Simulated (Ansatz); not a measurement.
K2NaAlH6:
```cif
data_H24Al4K8Na4
_chemical_formula_sum 'K8 Na4 Al4 H24'
_space_group_name_H-M_alt 'Fm-3m'
_space_group_IT_number 225
_space_group_name_Hall '-F 4 2 3'
_cell_length_a 8.00847
_cell_length_b 8.00847
_cell_length_c 8.00847
_cell_angle_alpha 90.000
_cell_angle_beta 90.000
_cell_angle_gamma 90.000
loop_
_atom_site_label
_atom_site_type_symbol
_atom_site_symmetry_multiplicity
_atom_site_Wyckoff_symbol
_atom_site_fract_x
_atom_site_fract_y
_atom_site_fract_z
_atom_site_occupancy
K1 K 8 c 0.25000 0.25000 0.25000 1
Na1 Na 4 b 0.50000 0.50000 0.50000 1
Al1 Al 4 a 0.00000 0.00000 0.00000 1
H1 H 24 e 0.00000 0.00000 0.22099 1
```
(The calculation used a cell of 10 atoms; values per cell refer to that cell.)

Relaxed with PBEsol. Independent-particle spectrum: no excitons, no local fields, no scissors shift; 0.1 eV broadening; ε₁ of the summed bands alone.

Q: Tabulate the dielectric function from PBEsol (plane waves, PAW; program Ansatz).

A: 

```csv
E (eV),ε₁ xx,ε₂ xx
0.0,3.53,0.00
0.5,3.54,0.00
1.0,3.59,0.00
1.5,3.66,0.00
2.0,3.78,0.00
2.5,3.95,0.00
3.0,4.21,0.01
3.5,4.58,0.03
4.0,5.19,0.09
4.5,6.25,0.25
5.0,8.98,2.48
5.5,9.81,7.57
6.0,2.54,8.91
6.5,-1.41,7.03
7.0,-0.38,4.06
7.5,-0.60,3.41
8.0,-0.18,3.59
8.5,-1.02,2.15
9.0,-0.23,1.94
9.5,-0.37,1.81
10.0,-0.25,1.12
10.5,0.03,0.97
11.0,0.03,1.09
11.5,0.07,0.75
12.0,0.36,0.70
```

With all bands, ε∞ without local fields is 3.56. DFPT, with local fields, gives 3.36.

The first step of the workflow began from a Materials Project structure, measured or hypothetical; the Crystallography Open Database copy checked does not list it. Its standing as an ambient phase is unchecked. The PBEsol relaxation kept the symmetry of its start; whether a distortion lowers the energy is not shown.

Potentials: the later of the program's two PAW sets.
